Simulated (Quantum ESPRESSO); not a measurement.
```
CELL_PARAMETERS angstrom
      3.68726     0.00000     0.00000
     -1.84363     3.19326     0.00000
      0.00000     0.00000     6.43508
ATOMIC_POSITIONS crystal
  O  0.00000 0.00000 0.50000
  O  0.00000 0.00000 0.00000
  Ba 0.33333 0.66667 0.25000
  Ba 0.66667 0.33333 0.75000
```

The PBEsol cell relaxed from Materials Project entry mp-1008500 was given an isotropic strain of -1.5 % on all lattice vectors, and the atoms were relaxed again.

Q: What does PBEsol (Quantum ESPRESSO, PseudoDojo norm-conserving, 84 Ry, scalar-relativistic) give for the electronic structure near the Fermi level?

A: The PBEsol gap is indirect, 2.39 eV, from H to M; the smallest direct gap is 2.41 eV. 

This is not the ordinary phase of the substance; no match was found in the copy of COD used, and its stability was not checked.
